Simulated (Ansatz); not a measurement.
# H₃OF — O-17 NMR of the central transition

Cell: a computed structure from the Materials Project (it need not be an observed phase), its atoms then relaxed with PBE in this cell.

Space group Pnma (No. 62); a = 5.8921, b = 4.1712, c = 6.1026 Å.

```
site  Wyckoff  site symmetry       x       y       z
  H1       4c            .m.  0.8022  0.2500  0.5411
  H5       8d              1  0.1013  0.5458  0.2409
   O       4c            .m.  0.5775  0.7500  0.1652
   F       4c            .m.  0.6344  0.2500  0.3734
```

One atom of each set is listed.

The numbers come from a DFT calculation in Ansatz (PBE, plane waves and PAW, scalar-relativistic, 420 eV cutoff, Γ-centred 4×5×4 k-points, Fermi–Dirac smearing 0.02 eV).

O-17 has I = 5/2 and Q = -25.58 mb (Pyykkö 2018); at 21.1 T its Larmor frequency is ν₀ = 121.8 MHz. Only the quadrupole interaction is simulated: positions count from each site's isotropic chemical shift, and J coupling is left out, as are shift anisotropy and dipolar coupling, which fast spinning averages.

(1) What does the O-17 spectrum (fast magic-angle spinning) show for each site?

## Answers

(1) 

| site | first shell | C_Q (MHz) | η | P_Q (MHz) | δ_QIS (ppm) | breadth (kHz) |
| --- | --- | --- | --- | --- | --- | --- |
| O | 3 H at 1.04 Å | 7.20 | 0.03 | 7.20 | -20.9 | 5.52 |

δ_QIS = −(ν_Q²/30ν₀²)[I(I+1) − 3/4](1 + η²/3) × 10⁶ ppm with ν_Q = 3|C_Q|/[2I(2I−1)]; it falls as 1/B₀² in ppm, and the breadth as 1/B₀ in kHz.

At O V_zz stands upright on the plane through its three neighbours (within 1°).

The relaxation (4 steps) took 21 s of wall time (21 s of CPU time) and 0.55 GiB at its peak, on 1 thread of Intel Xeon 6975P-C (Granite Rapids) (x86_64; 2 cores open to the job, memory cap 2.5 GiB, no GPU), a shared host with a load of 0.4 a core.
